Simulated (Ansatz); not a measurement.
Problem. Name crystals whose computed values (DFT-r²SCAN in the program Ansatz with PAW potentials) fall in these windows: Θ_D (K) 270 to 340; B₀ by P(V) fit (GPa) 160 to 230; G_Hill (GPa) 24 to 32.

Solution. 

```
crystal          Θ_D (K)  B₀ by P(V) fit (GPa)  G_Hill (GPa)
---------------  -------  --------------------  ------------
V, bcc (W type)      300                   192          28.0
```
Others may fit too.

The cell was relaxed under the symmetry of its start. Rows with no word on spin ran without spin polarisation.

Potentials: the earlier of the program's two PAW sets.
